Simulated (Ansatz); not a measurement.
SrP in space group P-62m (No. 189; Sr on 3g, Sr on 3f, P on 4h, P on 2e) at seven volumes, r²SCAN in the plane-wave PAW code Ansatz, shape and atoms relaxed at each. One row is withheld.

```json
[
 {"V (Å³/atom)": "25.924", "P (GPa)": "5.52"},
 {"V (Å³/atom)": "26.779", "P (GPa)": "3.38"},
 {"V (Å³/atom)": "27.634", "P (GPa)": "1.56"},
 {"V (Å³/atom)": "28.488", "P (GPa)": "0.00"},
 {"V (Å³/atom)": "29.343", "P (GPa)": "?"},
 {"V (Å³/atom)": "30.198", "P (GPa)": "-2.45"},
 {"V (Å³/atom)": "31.052", "P (GPa)": "-3.40"}
]
```

### Question
Fit the shown pressures and predict the withheld one.

### Answer
P = (3/2)B₀(x^(7/2) − x^(5/2))[1 + (3/4)(B′ − 4)(x − 1)] with x = (V₀/V)^(2/3). Least squares on the six rows gives V₀ = 28.491 Å³/atom, B₀ = 47.6 GPa, B′ = 4.33. At V = 29.343, x = 0.9805 and P = -1.32 GPa. The run itself gave -1.33 GPa.

The first step of the workflow began from a Materials Project structure, measured or hypothetical; the Crystallography Open Database files this formula in space group No. 189, but the cells were not matched. Its standing as an ambient phase is unchecked. Symmetry was held in the r²SCAN relaxation; its stability against distortions is not shown here.

Potentials: the later of the program's two PAW sets.
